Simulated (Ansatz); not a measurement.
Input file for Ansatz (an electronic-structure program):

Ansatz 0.2 input:
```yaml
crystal:
  lattice:
    - [2.9588755169, 0.0, 0.0]
    - [-1.4794377584, 2.5624613642, 0.0]
    - [0.0, 0.0, 7.2122088922]
  atoms:
    - { symbol: Mg, position: [0.3333333333, 0.6666666667, 0.6662366629] }
    - { symbol: Mg, position: [0.6666666667, 0.3333333333, 0.3337633371] }
    - { symbol: Zn, position: [0.0, 0.0, 0.0] }
    - { symbol: O, position: [0.3333333333, 0.6666666667, 0.1711797639] }
    - { symbol: O, position: [0.6666666667, 0.3333333333, 0.8288202361] }
    - { symbol: O, position: [0.0, 0.0, 0.5] }
kpoints:
  mp_grid: { grid: [12, 12, 4] }
hamiltonian:
  xc: lda
  pseudopotentials: { kind: paw }
scf:
  occupations: { method: fixed }
phonons:
  method: dfpt
  response_accuracy: low
  qmesh: [4, 4, 2]
  interpolated_qmesh: [21, 21, 8]
  dielectric: true
  rigid_motions: translations
  temperatures: { t_max: 1000, t_step: 50 }
  qpath:
    path:
      - [[0.0, 0.0, 0.0], [0.5, 0.0, 0.0], [0.3333333333, 0.3333333333, 0.0], [0.0, 0.0, 0.0], [0.0, 0.0, 0.5], [0.5, 0.0, 0.5], [0.3333333333, 0.3333333333, 0.5], [0.0, 0.0, 0.5]]  # Γ-M-K-Γ-A-L-H-A
      - [[0.5, 0.0, 0.5], [0.5, 0.0, 0.0]]  # L-M
      - [[0.3333333333, 0.3333333333, 0.5], [0.3333333333, 0.3333333333, 0.0]]  # H-K
    npoints: 9
```

Output (shortened):

```
WARN phonons: the dynamical matrix that this run interpolates holds no multipole term above the dipole-dipole one, and a site of this crystal is no centre of …
Pseudopotential: Mg, paw, valence charge 10
Pseudopotential: Zn, paw, valence charge 12
Pseudopotential: O, paw, valence charge 6
Functional definition: SPW92
Crystal: 6 atoms, lattice volume = 54.683 Å³
Basis set: ecut = 420 eV, 1057 PW (Γ), exchange–correlation on 40×40×100 points (8 copies of the dense FFT grid, shifted against one another)
Bands: 31, of which v1, the nominal top of the filled ones, is band 25 counted from 1 (24 counted from 0)
Symmetry: 12 space group operations
k-points: 164 of 576 (irreducible under 2 space group operations, time reversal used)
SCF 1 converged in 11 iterations: F = -8721.891987 eV  dr2 = 1.29e-11
── the response to a field inside a basis, on 12×12×4 k-points: an SCF that follows is theirs, and a resumed run solves both again ──
Crystal: 6 atoms, lattice volume = 54.683 Å³
Bands: 26, of which v1, the nominal top of the filled ones, is band 25 counted from 1 (24 counted from 0)
k-points: 156 of 576 (irreducible under 4 space group operations)
SCF 1 converged in 5 iterations: F = -8721.884994 eV  dr2 = 8.07e-9
SCF converged after 11 iterations
Free energy (F): -8721.891987 eV
Harris-Foulkes:  -8721.891987 eV  (|F-HF|=3.64e-12)
Internal energy: -8721.891987 eV  (E = F + TS)
E sigma→0 (E₀):  -8721.891987 eV
Fermi energy:    9.096995 eV
--- Per-component energies (eV) ---
  E_band       = -491.291721
  E_kinetic    = 818.666508
  E_local      = -4850.678593  (includes V_loc(G=0)·N_el)
  E_nonlocal   = 965.629214
  E_hartree    = 1782.165515
  E_xc         = -415.638644
  E_vxc        = -414.903323  (∫ρ·V_xc dr)
  E_paw        = -2745.885071  (= ΣΔE_a)
  E_vpaw       = -574.343788  (= ΣTr[D̂ρ^β])
  E_aug_tail   = 0.007244  (compensation charges beyond the density's cutoff)
  E_ewald      = -4278.307024
  E_core_change = 2.148864  (= ΣΔE_core)
  E_smearing   =  0.000000  (= −TS)
  E_closure    =  0.000000  (closes the sum)
  Σ components = -8721.891987   (vs F -8721.891987, Δ=0.00e0)
--- Band table (eV; the first three rows and the last of 164) ---
  k-point 0: bands = ["-62.7313", "-62.7257", "-30.2088", "-30.1577", "-30.1374", "-30.1374", "-30.1322", "-30.1322", "-8.7667", "-7.7542", "-7.5077", "3.1666", "4.1290", "4.1290", "4.8182", "4.8715", "4.8715", "5.6858", "7.9680", "7.9680", "8.5004", …
  k-point 1: bands = ["-62.7313", "-62.7257", "-30.2087", "-30.1578", "-30.1374", "-30.1374", "-30.1322", "-30.1322", "-8.6884", "-8.0398", "-7.2901", "2.9400", "4.1285", "4.1285", "4.8714", "4.8714", "5.0734", "5.9717", "7.9749", "8.0298", "8.0298", …
  k-point 2: bands = ["-62.7313", "-62.7257", "-30.2086", "-30.1579", "-30.1374", "-30.1374", "-30.1322", "-30.1322", "-8.5441", "-8.2928", "-7.1711", "2.7646", "4.1280", "4.1280", "4.8713", "4.8713", "5.1971", "6.8785", "6.9390", "8.1681", "8.1681", …
  k-point 163: bands = ["-62.7225", "-62.7206", "-30.2023", "-30.1967", "-30.1769", "-30.1634", "-30.1634", "-30.1526", "-7.3365", "-7.2200", "-6.8263", "3.3999", "3.6692", "4.2378", "4.3082", "4.3854", "5.2076", "5.5142", "5.6580", "5.8318", "6.8282", …
--- Phonons (Γ-DFPT): 8 representative perturbations + reference, on 164 of 576 k-points (Σ response iterations 25) ---
  ASR residual: 7.784e-5 → 0.000e0 eV/Å²; symmetrization residual: 4.371e-5 eV/Å²
  ASR residual per site (eV/Å²): 4.27e-5 4.27e-5 4.87e-5 3.02e-5 3.02e-5 7.78e-5
  Γ frequencies (cm⁻¹): 0.00 0.00 0.00 144.25 144.25 200.66 200.66 294.41 331.17 331.17 352.16 352.16 379.92 392.47 392.47 411.46 588.81 630.18
  ε∞ (high-frequency dielectric tensor):
        3.733061     0.000000     0.000000
        0.000000     3.733061     0.000000
        0.000000     0.000000     3.652914
  ε⁰ (static dielectric tensor: ions relaxed, cell fixed):
       14.251716     0.000000     0.000000
        0.000000    14.251716     0.000000
        0.000000     0.000000    12.298986
  ε⁰ − ε∞ (ionic part):
       10.518655     0.000000     0.000000
        0.000000    10.518655     0.000000
        0.000000     0.000000     8.646071
  softest optical mode at Γ: 144.25 cm⁻¹; the repairs (sum rule, projections) moved no ω² at Γ by more than (3.83 cm⁻¹)²
  Born effective charges Z* (e; rows j = field, columns β = displacement):
    site 0:
         1.98486    0.00000    0.00000
         0.00000    1.98486    0.00000
         0.00000    0.00000    2.20196
    site 1:
         1.98486    0.00000    0.00000
         0.00000    1.98486    0.00000
         0.00000    0.00000    2.20196
    site 2:
         2.35139    0.00000    0.00000
         0.00000    2.35139    0.00000
         0.00000    0.00000    1.81938
    site 3:
        -2.16841    0.00000    0.00000
         0.00000   -2.16841    0.00000
         0.00000    0.00000   -2.00045
    site 4:
        -2.16841    0.00000    0.00000
         0.00000   -2.16841    0.00000
         0.00000    0.00000   -2.00045
    site 5:
        -1.98429    0.00000    0.00000
         0.00000   -1.98429    0.00000
         0.00000    0.00000   -2.22241
  Z* charge neutrality: 4.673e-3 e pre-enforcement
  solved inside a basis spanned on kpoints, on 12×12×4 k-points, its susceptibility summed on 16×16×6: ε∞ is read to err by 1.0e-2, Z* by 1.4e-2 e (field_mesh …
  optical modes at Γ without the LO–TO term, one row a degenerate level:
      ω (cm⁻¹)  modes    IR ((D/Å)²/amu)
        144.25      2             2.9607
        200.66      2             0.0000
        294.41      1             5.5136
        331.17      2            16.7784
        352.16      2             0.0000
        379.92      1            22.3098
        392.47      2            37.5985
        411.46      1             0.0000
        588.81      1             1.2129
        630.18      1             0.0000
  optical modes at Γ + LO–TO along q̂ = [1.0000, 0.0000, 0.0000]:
      ω (cm⁻¹)  modes    IR ((D/Å)²/amu)
        144.25      1             1.4803
        158.59      1             0.1134
        200.66      2             0.0000
        294.41      1             5.5136
        331.17      1             8.3892
        349.53      1             0.1266
        352.16      2             0.0000
        379.92      1            22.3098
        392.47      1            18.7993
        411.46      1             0.0000
        588.81      1             1.2129
        630.18      1             0.0000
        660.86      1            28.4288
  optical modes at Γ + LO–TO along q̂ = [0.0000, 1.0000, 0.0000]:
      ω (cm⁻¹)  modes    IR ((D/Å)²/amu)
        144.25      1             1.4803
        158.59      1             0.1134
        200.66      2             0.0000
        294.41      1             5.5136
        331.17      1             8.3892
        349.53      1             0.1266
        352.16      2             0.0000
        379.92      1            22.3098
        392.47      1            18.7993
        411.46      1             0.0000
        588.81      1             1.2129
        630.18      1             0.0000
        660.86      1            28.4288
  optical modes at Γ + LO–TO along q̂ = [0.0000, 0.0000, 1.0000]:
      ω (cm⁻¹)  modes    IR ((D/Å)²/amu)
        144.25      2             2.9607
        200.66      2             0.0000
        310.56      1             0.1299
        331.17      2            16.7784
        352.16      2             0.0000
        392.47      2            37.5985
        411.46      1             0.0000
        569.30      1             2.7724
        630.18      1             0.0000
        683.52      1            26.1340
  non-analytic LO–TO correction: the dipole-dipole term of the run's Born effective charges and high-frequency dielectric tensor (where they are solved with …
--- Phonons (arbitrary-q DFPT): 8 irreducible q on the 4×4×2 mesh ---
  q = [0.0000, 0.0000, 0.0000] (star 1, of the zone-centre solve; hermiticity 4.84e-6, symmetrization 8.32e-7): 0.00 0.00 0.00 144.25 144.25 200.66 200.66 294.41 331.17 331.17 352.16 352.16 379.92 392.47 392.47 411.46 588.81 630.18
  q = [0.0000, 0.0000, -0.5000] (star 1, 8 solved perturbations in 932 linear systems a pass and spin channel, the states on 164 of 576 k-point pairs; hermiticity 3.84e-6, symmetrization 8.90e-10): 87.86 87.86 98.05 98.05 165.86 211.08 211.08 219.20 328.05 …
  q = [0.0000, 0.2500, 0.0000] (star 6, 12 solved perturbations on 312 of 576 k-point pairs; hermiticity 4.33e-6, symmetrization 2.38e-7): 115.57 132.43 178.57 197.12 251.02 254.33 295.17 336.95 346.54 373.39 375.10 384.17 412.97 420.41 444.66 545.69 555.39 635.95
  q = [0.0000, 0.2500, -0.5000] (star 6, 12 solved perturbations on 312 of 576 k-point pairs; hermiticity 4.16e-6, symmetrization 1.90e-7): 119.37 150.58 155.04 196.13 243.52 254.36 305.84 349.47 349.57 366.82 367.51 395.61 413.16 415.10 445.50 525.18 579.73 623.33
  q = [0.0000, -0.5000, 0.0000] (star 3, 12 solved perturbations on 164 of 576 k-point pairs; hermiticity 3.97e-5, symmetrization 5.08e-6): 137.85 164.37 211.97 258.55 280.36 299.54 331.96 363.11 367.14 376.25 389.75 430.94 434.95 437.39 481.16 523.85 553.67 557.87
  q = [0.0000, -0.5000, -0.5000] (star 3, 12 solved perturbations on 164 of 576 k-point pairs; hermiticity 4.43e-5, symmetrization 6.12e-6): 137.94 163.12 222.71 270.30 270.48 308.56 315.01 327.37 334.78 402.17 419.54 427.83 428.75 454.93 493.21 519.27 538.45 561.94
  q = [0.2500, 0.2500, 0.0000] (star 6, 8 solved perturbations in 3504 linear systems a pass and spin channel, the states on 576 of 576 k-point pairs; hermiticity 4.73e-6, symmetrization 1.71e-11): 159.32 166.23 197.27 281.28 304.56 327.78 342.36 346.85 …
  q = [0.2500, 0.2500, -0.5000] (star 6, 8 solved perturbations in 3504 linear systems a pass and spin channel, the states on 576 of 576 k-point pairs; hermiticity 4.90e-6, symmetrization 2.03e-11): 160.09 165.27 197.67 284.99 313.70 318.92 343.66 361.81 …
  sum rule: each row above includes the acoustic sum rule's correction from the zone centre's row sums; it moved no ω² by more than (1.15 cm⁻¹)²
  mesh force constants: q→R imaginary residual 2.92e-18; ASR residual 7.784e-5 → 0.000e0 eV/Å²; symmetrization residual 1.066e-14 eV/Å²
  interpolated dispersion: 85 rows × 18 modes
  density of states and harmonic sums: on the 21×21×8 q-mesh, interpolated from the force constants of a 4×4×2 supercell (with the dipole–dipole term)
  largest difference from the sums on the solved wave vectors: F 1.70e-2 eV, S 2.51e-5 and C_V 7.87e-6 eV/K
  zero-point energy: 0.399693 eV/cell   skipped modes (ω ≤ 0): 3   left out of the sums: 4.72e-5 of the cell's modes …
```

Cost: very roughly 30 core-minutes on shared cores.

Space group P-3m1. The workflow started from a Materials Project entry (that database holds measured and hypothetical structures alike); the Crystallography Open Database copy checked does not list it. With Mg and Zn taken as one species the cell has the higher symmetry Fm-3m, so it may be an ordered model of a mixed-site phase. Whether it is the stable phase at ambient conditions was not checked. The LDA relaxation kept the symmetry of its start.

Potentials: the later of the program's two PAW sets.

Ansatz is a plane-wave DFT program.
